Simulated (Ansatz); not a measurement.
MnNi₃ (Cu3Au type, space group No. 221) under volume change, r²SCAN in the plane-wave PAW code Ansatz, scaled uniformly.

| V (Å³/atom) | E − E(relaxed) (meV/atom) | P (GPa) |
|---|---|---|
| 10.170 | 63.8 | 22.12 |
| 10.505 | 26.8 | 13.52 |
| 10.841 | 6.3 | 6.21 |
| 11.176 | 0.0 | 0.01 |
| 11.511 | 5.6 | -5.24 |
| 11.846 | 21.4 | -9.65 |
| 12.182 | 45.5 | -13.34 |

Question: What does a third-order Birch–Murnaghan fit give for V₀, B₀ and B′?

Answer: V₀ = 11.18 Å³/atom, B₀ = 189 GPa, B′ = 4.6.

Space group Pm-3m (Cu3Au type). The workflow started from an entry of the Crystallography Open Database (COD). Its standing as an ambient phase is unchecked. Symmetry was held in the r²SCAN relaxation; its stability against distortions is not shown here. The final state is ferromagnetic, chosen from 3 collinear starts compared on coarse meshes (ties went to the first, and starts can fall back to one state), not a proven ground state. Other orbital occupations within this spin state were not tried.

Potentials: the later of the program's two PAW sets.
